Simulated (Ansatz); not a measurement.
ZnO (wurtzite), relaxed with HSE06 (Ansatz, a first-principles code, plane waves, PAW): a = b = 3.250 Å, c = 5.222 Å, α = β = 90.00°, γ = 120.00°.

| Quantity | Value |
|---|---|
| gap (eV) | 2.50 |
| B₀ by P(V) fit (GPa) | 145 |

The same phase is relaxed and computed with LDA in the same code. What are the cell and these values now?

a = b = 3.1872 Å, c = 5.1532 Å, α = β = 90.00°, γ = 120.00°.

- gap (eV) = 0.79
- B₀ by P(V) fit (GPa) = 161

All cells were relaxed under the symmetry of their starts (and spin orders); stability against distortions was not tested throughout.

Potentials: the earlier of the program's two PAW sets. The files were generated under PBE; for other functionals the program regenerates the frozen cores, and for LDA and PBEsol the local potential too.

Ansatz is a plane-wave DFT program.
